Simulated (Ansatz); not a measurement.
Relaxed-ion elastic tensor of HfC (rock salt, Fm-3m) in GPa (Voigt order), the program Ansatz at the LDA level (PAW); density 13.24 g/cm³, 11.95 Å³ per atom.

```
569  108  108  0.0  0.0  0.0
108  569  108  0.0  0.0  0.0
108  108  569  0.0  0.0  0.0
0.0  0.0  0.0  179  0.0  0.0
0.0  0.0  0.0  0.0  179  0.0
0.0  0.0  0.0  0.0  0.0  179
```

Problem. Is the crystal mechanically stable?

Solution. Yes: the smallest eigenvalue of C is 179 GPa.

Problem. Work out the Voigt, Reuss and Hill averages.

Solution. K_V = 262, K_R = 262, K_H = 262; G_V = 200, G_R = 196, G_H = 198 GPa.

Problem. Give Young's modulus, Poisson's ratio, Pugh's ratio and the universal anisotropy index.

Solution. E = 9KG/(3K + G) = 474 GPa; ν = 0.20; K/G = 1.32 (brittle by the Pugh limit of 1.75); A_U = 5G_V/G_R + K_V/K_R − 6 = 0.08.

Problem. Estimate the sound speeds and the Debye temperature.

Solution. v_l = √((K + 4G/3)/ρ) = 6300 m/s, v_t = √(G/ρ) = 3870 m/s, mean 4270 m/s; Θ = (h/k)(3n/4πV)^(1/3) v_m = 556 K.

Problem. Give the Zener ratio and Young's modulus along [100], [110] and [111].

Solution. A = 2C44/(C11 − C12) = 0.77; 1/E = S11 − 2(S11 − S12 − S44/2)Γ with Γ = 0, 1/4, 1/3 gives 535, 458, 437 GPa.

Problem. Solve the Christoffel equation for the three sound speeds along [100], [110], [111].

Solution. Eigenvalues of C_ijkl n_j n_l equal ρv². In km/s, slowest first: [100] 3.67, 3.67, 6.56; [110] 3.67, 4.18, 6.25; [111] 4.02, 4.02, 6.15.

The cell was relaxed with LDA under the symmetry of its start. The run is not spin-polarised. As this level gives no gap, shear constants depend on the k-mesh and smearing (Fermi–Dirac, 0.1 eV here). Scalar-relativistic: spin–orbit coupling is off unless named, which matters more the heavier the elements.

Potentials: the earlier of the program's two PAW sets. The files were generated under PBE; for other functionals the program regenerates the frozen cores, and for LDA and PBEsol the local potential too.
